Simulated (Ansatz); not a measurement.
**Is this Sc₅Al structure a true minimum?**

The structure comes from a generated guess, relaxed at this level; another structure or a mixture of phases may lie lower.

Theory: DFT PBE, scalar-relativistic, plane waves, PAW in Ansatz. Plane waves to 420 eV, a k mesh through Γ of 12×12×8 on the computed 6-atom cell and Gaussian smearing (0.10 eV); no spin polarisation.

The cell below (6 atoms, space group P-62m (No. 189)) is relaxed within its symmetry.

```yaml
crystal:
  lattice:
    - [5.59123, 0.00000, 0.00000]
    - [-2.79562, 4.84215, 0.00000]
    - [0.00000, 0.00000, 5.06475]
  atoms:
    - { symbol: Sc, position: [0.00000, 0.68504, 0.00000] }
    - { symbol: Sc, position: [0.68504, 0.00000, 0.00000] }
    - { symbol: Sc, position: [0.31496, 0.31496, 0.00000] }
    - { symbol: Sc, position: [0.33333, 0.66667, 0.50000] }
    - { symbol: Sc, position: [0.66667, 0.33333, 0.50000] }
    - { symbol: Al, position: [0.00000, 0.00000, 0.50000] }
```

For the test a repeat of it with 12 atoms (edges 5.06, 5.59, 9.68 Å) was strained at random (σ = 1.5 % a component), the atoms were moved at random (σ = 0.10 Å), and all was relaxed again on a coarse 4×4×2 mesh (in the run’s order of axes) with 0.20 eV smearing, with no symmetry imposed.

The cell is a metal run without spin, though a test with spin on the coarse mesh kept 0.4 μB a cell, so a magnetic state probably lies lower.

Q: Does it come back?

A: It returns, within 1 meV/atom of the unmoved cell on that mesh and with the same symmetry when read at 0.1 Å (Amm2 at 0.01 Å, so small strains and shifts remain). No instability shows in this cell; modes of other wave vectors, which need another repeat, aren't tested.
